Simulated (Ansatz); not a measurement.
NbAs (CsCl type, Pm-3m) under volume change, PBEsol in the plane-wave PAW code Ansatz, scaled uniformly.

```
V (Å³/atom)  E − E(relaxed) (meV/atom)  P (GPa)
-----------  -------------------------  -------
14.636                            87.4    21.06
15.119                            36.7    12.87
15.601                             8.7     5.92
16.084                             0.0     0.00
16.566                             7.8    -5.04
17.049                            29.6    -9.33
17.531                            63.3   -12.97
```

Question: What does a third-order Birch–Murnaghan fit give for V₀, B₀ and B′?

Answer: V₀ = 16.08 Å³/atom, B₀ = 182 GPa, B′ = 4.4.

The cell is a constructed one: a structure type filled with these elements; neither database checked (COD, Materials Project) lists it. COD files the formula under space group No. 109, so this cell is another polymorph or a model. Its standing as an ambient phase is unchecked. The cell was relaxed with PBEsol under the symmetry of its start; of distortions, only those at the zone centre were tested. The run is not spin-polarised.

Potentials: the later of the program's two PAW sets.
